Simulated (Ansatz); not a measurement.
A trial cell of Mg2BiN3, before relaxation:

```
Mg Bi N
1.0
     5.81748    0.00000    0.00000
    -2.90874    5.03809    0.00000
     0.00000    0.00000    3.20314
Mg Bi N
2 1 3
Direct
  0.33333 0.66667 0.00000
  0.66667 0.33333 0.00000
  0.00000 0.00000 0.00000
  0.50000 0.00000 0.50000
  0.50000 0.50000 0.50000
  0.00000 0.50000 0.50000
```

These are results of DFT PBE, scalar-relativistic, plane waves, PAW (Ansatz), not measurements. Cutoff 420 eV, Gaussian smearing, Γ-centred meshes. Cell and atoms relax first on a coarse mesh and then on a finer one. In between, the cell is made exact in the group found at 0.06 Å. In metals the finer mesh still leaves noise of several meV/atom or more. The steps can't lower the symmetry of their start. No spin polarisation.

A guess keeps its type if space group and coordination stay and the shape of the cell changes little (axis ratios within about 15 %, angles within 6°); the volume may change.

Problem. Does it keep its structure type, or change into something else?

Solution. It keeps its type. The symmetry stays P6/mmm (No. 191). The volume per atom shrinks by 17.5 %, from 15.6 to 12.9 Å³. The shortest distance goes from 2.32 Å (Mg–N) to 2.19 Å (Mg–N). The ratio c/a of the conventional cell changes by a factor of 1.04. Counting neighbours within 15 % of an atom's shortest distance, the start has Bi 20, Mg 6, N 4 and the end Bi 20, Mg 6, N 4.

The last run used a 12×12×12 mesh for its 6-atom cell and Gaussian smearing of 0.10 eV. These runs have no spin–orbit coupling, which can matter for Bi. A structure relaxed within its symmetry needn't be a true minimum.
